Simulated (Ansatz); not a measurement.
Si3N4:
```xyz
14
Lattice="0.0000 3.8456 3.8456 3.8456 0.0000 3.8456 3.8456 3.8456 0.0000" Properties=species:S:1:pos:R:3 pbc="T T T"
Si     4.8070     4.8070     4.8070
Si     4.8070     2.8842     2.8842
Si     2.8842     4.8070     2.8842
Si     2.8842     2.8842     4.8070
Si     1.9228     1.9228     1.9228
Si     0.0000     0.0000     0.0000
N      6.6727     6.6727     6.6727
N      6.6727     4.8641     4.8641
N      4.8641     6.6727     4.8641
N      4.8641     4.8641     6.6727
N      2.9413     2.9413     2.9413
N      2.9413     4.7499     4.7499
N      4.7499     2.9413     4.7499
N      4.7499     4.7499     2.9413
```

Tensor components refer to the Cartesian frame of this cell.

Q: Give the high-frequency dielectric tensor and the Born effective charge tensors of the independent atoms from DFPT, LDA in the plane-wave PAW code Ansatz.

A: 
ε∞:
```
5.21  0.00  0.00
0.00  5.21  0.00
0.00  0.00  5.21
```
Z* of atom 1 (Si), rows: field, columns: displacement, in e:
```
3.66  0.16  0.16
0.16  3.66  0.16
0.16  0.16  3.66
```
Z* of atom 5 (Si), rows: field, columns: displacement, in e:
```
3.59  0.00  0.00
0.00  3.59  0.00
0.00  0.00  3.59
```
Z* of atom 7 (N), rows: field, columns: displacement, in e:
```
-2.73  -0.22  -0.22
-0.22  -2.73  -0.22
-0.22  -0.22  -2.73
```

Space group Fd-3m. The LDA relaxation kept the symmetry of its start.

Potentials: the later of the program's two PAW sets.
